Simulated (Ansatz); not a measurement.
Li₂WS₄:
```
Li2WS4
1.0
   -2.95857     2.95857     4.43765
    2.95857    -2.95857     4.43765
    2.95857     2.95857    -4.43765
Li W S
2 1 4
Cartesian
  0.00000   2.95857   0.00000
  2.95857   0.00000   0.00000
  0.00000   0.00000   0.00000
 -1.68002   1.68002   3.20848
  1.68002   1.68002   5.66683
  1.68002  -1.68002   3.20848
  1.27855   1.27855   1.22917
```

x, y and z are the axes in which the lattice vectors are written.

Q: Give the proper piezoelectric stress tensor with relaxed ions from DFT-LDA in the program Ansatz with PAW potentials.

A: In C/m², rows x, y, z, Voigt columns; mesh uncertainty up to 0.01.
```
 0.00   0.00   0.00  -0.10   0.00   0.00
 0.00   0.00   0.00   0.00  -0.10   0.00
 0.00   0.00   0.00   0.00   0.00  -0.27
```

The elastic tensor of the same run (GPa):

```tsv
	1	2	3	4	5	6
1	50.8	5.2	11.9	0.0	0.0	0.0
2	5.2	50.8	11.9	0.0	0.0	0.0
3	11.9	11.9	15.8	0.0	0.0	0.0
4	0.0	0.0	0.0	10.0	0.0	0.0
5	0.0	0.0	0.0	0.0	10.0	0.0
6	0.0	0.0	0.0	0.0	0.0	5.3
```

Q: Convert to strain constants d = e·S.

A: In pC/N:
```
  0.0    0.0    0.0   -9.8    0.0    0.0
  0.0    0.0    0.0    0.0   -9.8    0.0
  0.0    0.0    0.0    0.0    0.0  -51.6
```

Space group I-42m. The workflow started from a Materials Project entry (that database holds measured and hypothetical structures alike); the Crystallography Open Database copy checked does not list it. Its standing as an ambient phase is unchecked. Symmetry was held in the LDA relaxation; its stability against distortions is not shown here. The run is not spin-polarised. A crystal of weakly bound layers computed without a dispersion correction: the cell and the soft elastic constants depend strongly on that. Signs of piezoelectric constants follow the polarity of the cell as given. Spin–orbit coupling is left out wherever it is not named.

Potentials: the later of the program's two PAW sets.
